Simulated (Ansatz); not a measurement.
Li₄MgNb₆O₁₈:
```cif
data_Li4MgNb6O18
_chemical_formula_sum 'Li4 Mg1 Nb6 O18'
_space_group_name_H-M_alt 'P3'
_space_group_IT_number 143
_space_group_name_Hall 'P 3'
_cell_length_a 5.16597
_cell_length_b 5.16597
_cell_length_c 13.88434
_cell_angle_alpha 90.000
_cell_angle_beta 90.000
_cell_angle_gamma 120.000
loop_
_atom_site_label
_atom_site_type_symbol
_atom_site_symmetry_multiplicity
_atom_site_Wyckoff_symbol
_atom_site_fract_x
_atom_site_fract_y
_atom_site_fract_z
_atom_site_occupancy
Li1 Li 1 c 0.66667 0.33333 0.55726 1
Li2 Li 1 b 0.33333 0.66667 0.38807 1
Li3 Li 1 b 0.33333 0.66667 0.88247 1
Li4 Li 1 a 0.00000 0.00000 0.72213 1
Mg1 Mg 1 a 0.00000 0.00000 0.21252 1
Nb1 Nb 1 b 0.33333 0.66667 0.16419 1
Nb2 Nb 1 c 0.66667 0.33333 0.33814 1
Nb3 Nb 1 a 0.00000 0.00000 0.50361 1
Nb4 Nb 1 b 0.33333 0.66667 0.66876 1
Nb5 Nb 1 c 0.66667 0.33333 0.83615 1
Nb6 Nb 1 a 0.00000 0.00000 0.99391 1
O1 O 3 d 0.25582 0.31478 0.10626 1
O2 O 3 d 0.00728 0.36816 0.27272 1
O3 O 3 d 0.34258 0.29502 0.43687 1
O4 O 3 d 0.03791 0.32401 0.60242 1
O5 O 3 d 0.00742 0.62559 0.76769 1
O6 O 3 d 0.33404 0.03465 0.93042 1
```

Relaxed with r²SCAN. The program Ansatz at the r²SCAN level (PAW) gives a gap of 3.72 eV.

What gap does HSE06 give on the same cell (Ansatz, PAW)?

4.73 eV, 1.01 eV more. The hybrid was solved on a coarser mesh and at special points; its gap is the smallest among all of these.

```tsv
k	v1 r²SCAN	c1 r²SCAN	v1 HSE06	c1 HSE06
Γ	-0.02	3.74	-0.02	4.75
A	0.00	3.80	0.00	4.82
K	-0.07	3.83	(withheld)	(withheld)
H	-0.09	3.89	(withheld)	(withheld)
M	-0.08	3.76	(withheld)	(withheld)
L	-0.07	3.78	(withheld)	(withheld)
```

Top valence (v1) and lowest conduction level (c1) in eV from each method's valence maximum (which need not be a listed point): supply the withheld HSE06 values.


- M, v1 HSE06: -0.10
- M, c1 HSE06: 4.77
- K, v1 HSE06: -0.10
- K, c1 HSE06: 4.84
- H, v1 HSE06: -0.11
- H, c1 HSE06: 4.90
- L, v1 HSE06: -0.09
- L, c1 HSE06: 4.79

Cost on shared cores: the r²SCAN run (SCF on a 6×6×2 mesh, then bands and DOS) around 50 core-minutes (rough), the HSE06 run (SCF on 4×4×2, then a few points) around 50 core-minutes (rough); the tasks are unlike.

The start of the workflow was typed in or built on a structure type; neither database checked (COD, Materials Project) lists it. Whether it is the stable phase at ambient conditions was not checked. The cell was relaxed with r²SCAN under the symmetry of its start; whether a distortion lowers the energy is not shown. The run is not spin-polarised. Scalar-relativistic: spin–orbit coupling is off unless named, which matters more the heavier the elements.

Potentials: the later of the program's two PAW sets.
